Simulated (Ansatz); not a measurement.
# Two states of Sr₂CrO₄

```
Sr Cr O
1.0
     0.00000    3.80796    0.00000
     3.80796    0.00000    0.00000
     1.90398    1.90398   -6.27180
Sr Cr O
2 1 4
Direct
  0.14680 0.14680 0.70640
  0.85320 0.85320 0.29360
  0.50000 0.50000 0.00000
  0.50000 0.00000 0.00000
  0.00000 0.50000 0.00000
  0.33890 0.33890 0.32220
  0.66110 0.66110 0.67780
```

Single point in Ansatz 0.2.0 with r2SCAN. Cutoff 500 eV, PAW datasets, 5×5×5 Γ-centred k mesh, fermi-dirac filling (width 0.1 eV). The cell carries a charge of -2 e on a uniform background.

State A: no moments (no spin polarisation). State B: Cr3 up (collinear spin).

Problem. Compare the two self-consistent states.

Solution. State B is lower by 152.9 meV an atom at zero smearing; in free energy at this smearing B lies -146.2 meV an atom from A.

```tsv
state	free energy (meV/atom)	largest moment in a small sphere (μB)	net moment (μB/cell)	gap on mesh (eV)	pressure (GPa)	largest force (eV/Å)
A	146.2	0.00	0.00	metal	n/a	1.58
B	0.0	2.44	3.11	metal	n/a	1.19
```

Origin: a known structure type with other elements, at an estimated volume, so it need not be a known compound. Caveats: semilocal functionals often miss the gap of such magnets; the k mesh is coarse if the cell is a metal; charged cell with a uniform background; atoms or cell far from equilibrium.
